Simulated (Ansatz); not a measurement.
Here is the system:

B3HN3:
```cif
data_H2B6N6
_chemical_formula_sum 'N6 B6 H2'
_space_group_name_H-M_alt 'P 1'
_space_group_IT_number 1
_cell_length_a 4.35210
_cell_length_b 4.35210
_cell_length_c 6.82708
_cell_angle_alpha 90.000
_cell_angle_beta 90.000
_cell_angle_gamma 59.892
loop_
_space_group_symop_operation_xyz
  'x, y, z'
loop_
_atom_site_label
_atom_site_type_symbol
_atom_site_fract_x
_atom_site_fract_y
_atom_site_fract_z
_atom_site_occupancy
N1 N 0.86037 0.13963 0.96906 1
N2 N 0.53173 0.80525 0.98900 1
N3 N 0.19475 0.46827 0.98900 1
B1 B 0.19248 0.80752 0.02251 1
B2 B 0.86174 0.47641 0.98336 1
B3 B 0.52359 0.13826 0.98336 1
H1 H 0.13897 0.86103 0.22292 1
N4 N 0.80525 0.53173 0.48900 1
N5 N 0.46827 0.19475 0.48900 1
N6 N 0.13963 0.86037 0.46906 1
B4 B 0.47641 0.86174 0.48336 1
B5 B 0.13826 0.52359 0.48336 1
B6 B 0.80752 0.19248 0.52251 1
H2 H 0.86103 0.13897 0.72292 1
```

This is the r²SCAN+D4-relaxed structure.

Q: All from the program Ansatz at the r²SCAN+D4 level (PAW), unless another level is named. Give the electronic character.

A: metallic (no gap).

Q: And the density of states at the Fermi level?

A: 0.07 states/eV per atom (mean over ±0.08 eV).

Q: What about the formation energy from the elements (no fitted shifts)?

A: -84 kJ/mol-atom.

Space group Cmc2_1. The cell is a constructed one: a structure type filled with these elements; neither database checked (COD, Materials Project) lists it. Its standing as an ambient phase is unchecked. Symmetry was held in the r²SCAN+D4 relaxation; whether a distortion lowers the energy is not shown. The workflow began spin-polarised and lost its moments. The references are the lowest solids computed at this level, not always the standard phases (solids in place of the gases).

Potentials: the later of the program's two PAW sets.
